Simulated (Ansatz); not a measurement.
Data:

SnS:
```xyz
2
Lattice="0.0000 3.1750 3.1750 3.1750 0.0000 3.1750 3.1750 3.1750 0.0000" Properties=species:S:1:pos:R:3 pbc="T T T"
Sn     0.0000     0.0000     0.0000
S      1.5875     1.5875     1.5875
```

This is the LDA-relaxed structure.

Task: All from LDA (plane waves, PAW; program Ansatz), unless another level is named. Estimate the bulk modulus (Birch–Murnaghan fit).

Result: 38.1 GPa.

Task: Give the highest zone-centre frequency.

Result: 4.82 THz.

Task: What about the elastic constants (relaxed ions, GPa)?

Result: C11 = 33.4, C12 = 40.6, C44 = -18.0.

Space group F-43m (zinc blende). The workflow started from a Materials Project entry (that database holds measured and hypothetical structures alike); the Crystallography Open Database copy checked does not list it. It is not the phase usual at ambient conditions (space group No. 62). The LDA relaxation kept the symmetry of its start. At this level the phase is mechanically unstable. As this level gives no gap, shear constants depend on the k-mesh and smearing (Fermi–Dirac, 0.1 eV here). As this level gives no gap, phonon frequencies hold no LO–TO term and depend on the k-mesh and smearing (Fermi–Dirac, 0.1 eV here). Scalar-relativistic: spin–orbit coupling is off unless named, which matters more the heavier the elements.

Potentials: the later of the program's two PAW sets.
